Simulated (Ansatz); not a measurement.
FeBiO3:
```yaml
crystal:
  lattice:
    - [-2.60487, 2.60487, 4.73139]
    - [2.60487, -2.60487, 4.73139]
    - [2.60487, 2.60487, -4.73139]
  atoms:
    - { symbol: Bi, position: [0.57799, 0.07799, 0.50000] }
    - { symbol: Fe, position: [0.29471, 0.29471, 0.00000] }
    - { symbol: O, position: [0.47561, 0.47561, 0.50000] }
    - { symbol: O, position: [0.97561, 0.47561, 0.00000] }
    - { symbol: O, position: [0.98928, 0.98928, 0.00000] }
    - { symbol: Bi, position: [0.07799, 0.57799, 0.50000] }
    - { symbol: Fe, position: [0.79471, 0.79471, 0.00000] }
    - { symbol: O, position: [0.97561, 0.97561, 0.50000] }
    - { symbol: O, position: [0.47561, 0.97561, 0.00000] }
    - { symbol: O, position: [0.48928, 0.48928, 0.00000] }
```
The run is spin-polarised; directions of the spins, atom by atom: 0 ↑ 0 0 ↓ 0 ↓ 0 0 ↑.

Relaxed with PBEsol. Special points in fractions of this cell's reciprocal vectors: Γ (0.000, 0.000, 0.000); X (0.000, 0.000, 0.500); P (0.250, 0.250, 0.250); N (0.000, 0.500, 0.000); M (0.500, 0.500, -0.500); S (0.326, 0.674, -0.326); S0 (-0.326, 0.326, 0.326); R (-0.152, 0.152, 0.500); G (0.500, 0.500, -0.152).

Task: List the band energies nearest the valence-band maximum at these points for the program Ansatz at the PBEsol level (PAW).

Result: In eV from the valence-band maximum; about four levels below and three above (degenerate sets whole), none deeper than 8.9 eV; points with the same levels are listed once.

| k | below | above |
|---|---|---|
| Γ ↑ | -1.56 -1.56 -0.27 0.00 | 0.80 1.35 1.35 |
| X ↑ | -1.30 -0.90 -0.70 -0.32 | 0.91 1.43 1.46 |
| P ↑ | -1.26 -0.80 -0.80 -0.32 | 0.91 1.43 1.51 1.51 |
| N ↑ | -1.58 -1.09 -0.57 -0.50 | 0.69 1.30 1.67 |
| M ↑ | -1.46 -1.46 -1.32 0.00 | 0.41 0.70 1.38 1.38 |
| S ↑ | -1.51 -1.36 -0.95 -0.34 | 0.60 1.33 1.58 |
| R ↑ | -1.47 -1.27 -0.72 -0.40 | 0.86 1.37 1.45 |

Space group P4mm. The start of the workflow was typed in or built on a structure type; the Crystallography Open Database copy checked does not list it. It is not the phase usual at ambient conditions (space group No. 161). Symmetry was held in the PBEsol relaxation, as lowered by the spin order; its stability against distortions is not shown here. The final state is antiferromagnetic, chosen from 5 collinear starts compared on coarse meshes (ties went to the first, and starts can fall back to one state), not a proven ground state. No Hubbard U is applied. Point labels and valley counts follow the cell and symmetry of the run, lower than the named group. Spin–orbit coupling is left out wherever it is not named.

Potentials: the earlier of the program's two PAW sets. The files were generated under PBE; for other functionals the program regenerates the frozen cores, and for LDA and PBEsol the local potential too.
